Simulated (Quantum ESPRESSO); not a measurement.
Kohn-Sham bands of SiO₂ (P3₂21)

```
SiO2
1.0
    4.91656     0.00000     0.00000
   -2.45828     4.25787     0.00000
    0.00000     0.00000     5.43163
Si O
3 6
Direct
  0.00000   0.46880   0.33333
  0.53120   0.53120   0.00000
  0.46880   0.00000   0.66667
  0.14454   0.73144   0.54782
  0.26856   0.41310   0.21449
  0.58690   0.85546   0.88115
  0.73144   0.14454   0.45218
  0.41310   0.26856   0.78551
  0.85546   0.58690   0.11885
```

Materials Project entry mp-6930; symmetrised, unrelaxed at this level. COD (Crystallography Open Database) has the formula in 34 space groups, this one among them (matched by group alone). Level: PBEsol, no spin polarisation, no spin-orbit coupling; pw.x of Quantum ESPRESSO at 68 Ry with PseudoDojo potentials, 6×6×4 k-points, Wannier90. Density: 12×12×6 mesh, cold smearing 0.01 Ry.

Question: List the Kohn-Sham levels between −8 and 8.9 eV relative to the valence-band maximum at the high-symmetry points, as a band run of pw.x on that density gives them (levels within 2 meV counted together).

Answer: 
```csv
point,k (reciprocal lattice),levels (eV)
Γ,0.000 0.000 0.000,"-5.44, -5.42, -5.23 (×2), -2.94 (×2), -2.69, -2.46, -1.49 (×2), -1.46, -1.01 (×2), -0.68, -0.31 (×2), 5.87"
M,0.500 0.000 0.000,"-7.38, -5.89, -5.44, -5.43, -4.61, -3.09, -2.92, -2.68, -2.29, -2.09, -1.75, -1.65, -1.10, -1.03, -0.77, -0.27, -0.03, 8.11, 8.86"
K,0.333 0.333 0.000,"-6.71 (×2), -5.33 (×2), -4.52, -2.95 (×2), -2.88, -2.05 (×2), -1.89, -1.72, -1.22 (×2), -0.43 (×2), 0.00, 8.77 (×2)"
A,0.000 0.000 0.500,"-6.27 (×2), -5.61 (×2), -4.65, -2.72 (×2), -2.64, -2.01 (×2), -1.83 (×2), -1.53, -1.20, -0.21 (×2), -0.09, 7.80 (×2)"
L,0.500 0.000 0.500,"-7.27, -6.40, -5.32, -5.06, -4.94, -3.21, -3.20, -2.44, -2.12, -2.08, -1.55, -1.27, -1.15, -0.88, -0.84, -0.60, -0.18, 8.74"
H,0.333 0.333 0.500,"-7.70 (×2), -6.56, -5.14 (×2), -4.99, -3.29, -2.82 (×2), -1.95 (×2), -1.93, -0.96, -0.94 (×2), -0.77, -0.58 (×2), 8.83"
```
